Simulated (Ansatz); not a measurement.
Input and command of a plane-wave DFT calculation in Ansatz:

```yaml
crystal:
  lattice:
    - [3.784164, 0.0, 0.0]
    - [0.0, 3.784164, 0.0]
    - [0.0, 0.0, 3.9012]
  atoms:
    - { symbol: Ta, position: [0.0, 0.0, 0.0] }
    - { symbol: F, position: [0.5, 0.0, 0.0] }
    - { symbol: F, position: [0.0, 0.5, 0.0] }
    - { symbol: F, position: [0.0, 0.0, 0.5] }
basis:
  ecutwfc: 420
kpoints:
  mp_grid: { grid: [12, 12, 12] }
hamiltonian:
  xc: pbe
scf:
  occupations: { method: gaussian, width: 0.15 }
output:
  forces: true
  stress: true
  eigenvalues: true
```

```bash
ansatz run input.yaml --threads 1 --pin off --max-ram 2560MiB --backend cpu --events-out ev --progress --plain --runs-dir out
```

Processor: Arm Neoverse V1, 1 thread, on a host shared with other jobs.

Task: Estimate time, memory and problem size.

Result: About 12 s on 1 thread of Arm Neoverse V1 (shared host), peak memory 0.43 GiB. It solves 21 bands at 196 k points (the mesh reduced by symmetry) with about 1061 plane waves, in 6 SCF iterations.
